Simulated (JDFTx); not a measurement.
Part of a log of a modified build of JDFTx for SiO2 (built from silicon dioxide molecule), charge +1, multiplicity 2 (PBE, GBRV ultrasoft potentials, plane waves to 20/100 Ha):

```
unit cell volume = 6741.59
Chosen fftbox size, S = [  108  80  80  ]
unit cell volume = 6741.59
Chosen fftbox size, S = [  96  72  72  ]
  'O' pseudopotential, 'SLA  PW   PBE  PBE' functional
  6 valence electrons, 2 orbitals, 5 projectors, 737 radial grid points, with lMax = 2
  'Si' pseudopotential, 'SLA  PW   PBE  PBE' functional
  4 valence electrons, 2 orbitals, 6 projectors, 899 radial grid points, with lMax = 2
Initialized 2 species with 3 total atoms.
Folded 1 k-points by 1x1x1 to 1 k-points.
nElectrons:  15.000000   nBands: 8   nStates: 2
average nbasis = 28841.000 , ideal nbasis = 28800.570
Correction to mu due to finite nuclear width = -0.00235482
   Cavity determined by nc: 0.00142 and sigma: 0.707107
   Nonlocal vdW cavity from gaussian model electron density with norm = 8 and sigma = 0.993594 bohr
   Charge asymmetry in cavity with sensitivity pCavity = 36.5 e-bohr/Eh
   Electrostatic cavity expanded by eta = 1.46 bohrs
   Weighted density cavitation model constrained by Nbulk: 0.0049383 bohr^-3, Pvap: 3.14029 kPa, Rvdw: 2.61727 bohr and sigmaBulk: 4.62e-05 Eh/bohr^2 at T: 298 K.
   Weighted density dispersion model using vdW pair potentials with single solvent site with sqrtC6eff: 0.77 SI.
[...]
Will mix electronic density at each iteration.
	Linear fluid (dielectric constant: 78.4, screening length: 5.74355 Bohr) occupying 0.854505 of unit cell:	Completed after 17 iterations
[... later lines of the fluid solver are left out ...]
SCF: Cycle:  0   Etot: -35.791783716419289   dEtot: -8.588e-03   |Residual|: 7.356e-02   |deigs|: 1.488e-03
SCF: Cycle:  1   Etot: -35.797207614360900   dEtot: -5.424e-03   |Residual|: 2.425e-02   |deigs|: 1.549e-02
[... lines cut ...]
SCF: Cycle: 58   Etot: -35.798583668005342   dEtot: -3.171e-10   |Residual|: 4.917e-05   |deigs|: 1.461e-07
SCF: Cycle: 59   Etot: -35.798583667993071   dEtot: +1.227e-11   |Residual|: 4.639e-05   |deigs|: 1.873e-07
SCF: Cycle: 60   Etot: -35.798583667886149   dEtot: +1.069e-10   |Residual|: 4.422e-05   |deigs|: 5.644e-08
SCF: Cycle: 61   Etot: -35.798583668045083   dEtot: -1.589e-10   |Residual|: 4.760e-05   |deigs|: 2.862e-08
SCF: Cycle: 62   Etot: -35.798583668345870   dEtot: -3.008e-10   |Residual|: 5.427e-05   |deigs|: 1.565e-07
SCF: Converged (|Delta E|<1.000000e-08 for 2 iters).

# Energy components:
   A_diel =       -0.1021549713122930
   Eewald =        4.8530609259016497
       EH =       33.2273373690514049
     Eloc =      -87.0863864327437511
      Enl =        5.4229575138080470
      Exc =       -9.1115866783921220
 Exc_core =        0.9568922538611098
       KE =       16.0389415327054934
  MuShift =        0.0023548187745909
-------------------------------------
     Etot =      -35.7985836683458700


	eMin: -0.989510 at state 0 ( [ +0.000000 +0.000000 +0.000000 ] spin 1 )
	HOMO: -0.349964 at state 1 ( [ +0.000000 +0.000000 +0.000000 ] spin -1 )
```

Q: Which solvation model was used?
(A) linear PCM (GLSSA13)
(B) soft-sphere model
(C) SCCS (g03 parameters)
(D) CANDLE

A: D, CANDLE. The liquid was water (dielectric constant 78.4), 1 M NaF.
